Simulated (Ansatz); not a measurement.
The relaxed structure here is a generated cell of GaN: the first start was made by placing the elements on the sites of a structure type, and the end was not matched to a known phase here, so it may be hypothetical. Known forms of GaN include space group No. 186, 216.

One stationary structure of GaN. Space group P6₂22 (No. 180). Method: PBE (plane waves to 420 eV, PAW, scalar-relativistic; Ansatz, a program for electronic structure).

```cif
data_Ga3N3
_chemical_formula_sum 'Ga3 N3'
_space_group_name_H-M_alt 'P 1'
_space_group_IT_number 1
_cell_length_a 3.16403
_cell_length_b 3.16403
_cell_length_c 7.44004
_cell_angle_alpha 90.000
_cell_angle_beta 90.000
_cell_angle_gamma 120.000
loop_
_space_group_symop_operation_xyz
  'x, y, z'
loop_
_atom_site_label
_atom_site_type_symbol
_atom_site_fract_x
_atom_site_fract_y
_atom_site_fract_z
_atom_site_occupancy
Ga1 Ga 0.50000 0.00000 0.00000 1
Ga2 Ga 0.00000 0.50000 0.66667 1
Ga3 Ga 0.50000 0.50000 0.33333 1
N1 N 0.50000 0.00000 0.50000 1
N2 N 0.00000 0.50000 0.16667 1
N3 N 0.50000 0.50000 0.83333 1
```

```json
{
 "volume_per_atom": "10.75 Å³",
 "density": "6.47 g/cm³",
 "band_gap": "1.20 eV, direct at Γ (no spin-orbit coupling)",
 "shortest_distances": "Ga–N 2.01 Å; Ga–Ga 2.94 Å; N–N 2.94 Å",
 "k-mesh": "12×12×5"
}
```

Band energies at high-symmetry points (eV from the VBM; labels of this space group; no spin-orbit coupling), from −5 eV up to 5.7 eV:

```
point                                                        energies
-----  --------------------------------------------------------------
Γ             -2.10 -0.57 -0.57 -0.23 -0.23 -0.09 0.00 1.20 4.29 4.29
M                  -3.00 -2.68 -1.96 -1.75 -1.35 -1.11 2.89 4.36 4.61
K                        -3.54 -3.54 -2.23 -1.37 -1.37 4.19 4.99 4.99
A      -2.55 -2.55 -1.62 -1.62 -0.24 -0.10 -0.10 -0.01 3.07 3.07 4.39
L       -4.37 -4.28 -3.00 -1.80 -1.54 -1.35 -1.21 3.31 4.47 4.53 4.80
H                  -4.15 -4.15 -3.23 -3.23 -2.06 -0.99 4.63 5.72 5.72
```

No spin polarisation in the result.

The run could not lose the symmetry of its start: the end is stationary, and may be a saddle point rather than a minimum.
